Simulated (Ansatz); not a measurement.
**Fields on a plane of In2Ge2O7 (space group C2/m)**

```yaml
crystal:
  lattice:
    - [3.32724, -4.43386, 0.00000]
    - [3.32724, 4.43386, 0.00000]
    - [-1.03884, 0.00000, 4.85041]
  atoms:
    - { symbol: In, position: [0.30704, 0.69296, 0.00000] }
    - { symbol: In, position: [0.69296, 0.30704, 0.00000] }
    - { symbol: Ge, position: [0.76313, 0.76313, 0.59426] }
    - { symbol: Ge, position: [0.23687, 0.23687, 0.40574] }
    - { symbol: O, position: [0.40728, 0.07383, 0.21185] }
    - { symbol: O, position: [0.59272, 0.92617, 0.78815] }
    - { symbol: O, position: [0.92617, 0.59272, 0.78815] }
    - { symbol: O, position: [0.07383, 0.40728, 0.21185] }
    - { symbol: O, position: [0.00000, 0.00000, 0.50000] }
    - { symbol: O, position: [0.41309, 0.41309, 0.72662] }
    - { symbol: O, position: [0.58691, 0.58691, 0.27338] }
```

The slice is a (100) plane (indices of the conventional cell) through the point (0.413, 0.413, 0.727) (fractional), spanned by u = [001] and v = [1 -1 0] in vectors of this cell: u (4.96 Å) and v (8.87 Å, at 90° to u). It covers one period; positions are fractions (u, v).

Atoms on it: O at (0.00, 0.00). Other atoms lie within 1 Å of the plane.

Level of theory: PBEsol (plane waves to 420 eV, PAW, scalar-relativistic; Ansatz, a quantum-chemistry and plane-wave program). k mesh 5×5×6. Near the nuclei the fields are pseudised (PAW); where an atom keeps semicore shells as valence, they peak there. In2Ge2O7 was relaxed with its symmetry unable to fall.

```tsv
v \ u	0.00	0.15	0.31	0.46	0.62	0.77	0.92
0.92	0.014	0.009	0.022	0.006	0.007	0.009	0.010
0.83	0.018	0.050	0.048	0.017	0.005	0.005	0.009
0.75	0.016	0.034	0.052	0.028	0.005	0.003	0.008
0.67	0.005	0.005	0.021	0.014	0.004	0.002	0.005
0.58	0.008	0.003	0.005	0.004	0.001	0.002	0.008
0.50	0.016	0.007	0.003	0.002	0.003	0.022	0.010
0.42	0.008	0.003	0.005	0.004	0.001	0.002	0.008
0.33	0.005	0.005	0.021	0.014	0.004	0.002	0.005
0.25	0.016	0.034	0.052	0.028	0.005	0.003	0.008
0.17	0.018	0.050	0.048	0.017	0.005	0.005	0.009
0.08	0.014	0.009	0.022	0.006	0.007	0.009	0.010
0.00	0.126	0.013	0.006	0.002	0.010	0.009	0.085
```

Values: density of the lowest conduction band (whole band as if filled, smooth part) in e/Å³. 

```
|@@%%**==------==----==**%%|
|****++====------------==**|
|====++****++====--::::::--|
|--++##%%%%**====--::....::|
|--++##%%%%**====--::    ..|
|--==**##**++----::..    ..|
|--==++++==--::....    ..::|
|====++==--::..    ......::|
|--====--::..  ..::--------|
|------::..    ::--++++++==|
|==--::..    ..--++**##**++|
|==--..      ..--++##%%##++|
|==--::..    ..--++**##**++|
|------::..    ::--++++++==|
|--====--::..  ..::--------|
|====++==--::..    ......::|
|--==++++==--::....    ..::|
|--==**##**++----::..    ..|
|--++##%%%%**====--::    ..|
|--++##%%%%**====--::....::|
|====++****++====--::::::--|
|****++====------------==**|
|@@%%**==------==----==**%%|
|@@@@**==::--==========**@@|
```
Scale: ten equal steps from -1.84 (start of ' ') to 0.88 (end of '@'), in the order ' .:-=+*#%@'. Values: log₁₀ of the valence density in e/Å³. The map has 13 points along u (two characters each, u = 0 at the left) and 24 along v (v = 0 in the bottom row). The scale is logarithmic, as a density can span decades between atoms and voids.
